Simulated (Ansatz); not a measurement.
CaSe:
```
CaSe
1.0
    0.00000     2.93419     2.93419
    2.93419     0.00000     2.93419
    2.93419     2.93419     0.00000
Ca Se
1 1
Cartesian
  0.00000   0.00000   0.00000
  2.93419   2.93419   2.93419
```

Plane-wave PAW PBEsol (Ansatz code) gives a gap of 1.88 eV without spin–orbit coupling, maximum at Γ, minimum at X.

**Question.** What happens when spin–orbit coupling is switched on?

**Answer.** The gap shrinks by 0.14 eV, to 1.74 eV; maximum at Γ, minimum at X.

**Question.** How large is the spin–orbit splitting of the valence top at Γ?

**Answer.** The fourfold level lies 0.42 eV above the split-off pair.

**Question.** Give the electron effective mass with spin–orbit coupling.

**Answer.** 0.27, 0.27, 1.4 mₑ (principal values).

**Question.** Give the hole effective mass with spin–orbit coupling, band 1 of 2 at the edge.

**Answer.** 0.87 along [100], 0.71 along [110], 0.66 along [111] (mₑ).

**Question.** Give the hole effective mass with spin–orbit coupling, band 2 of 2 at the edge.

**Answer.** 0.22 along [100], 0.24 along [110], 0.24 along [111] (mₑ).

Space group Fm-3m (rock salt). Symmetry was held in the PBEsol relaxation.

Potentials: the later of the program's two PAW sets.
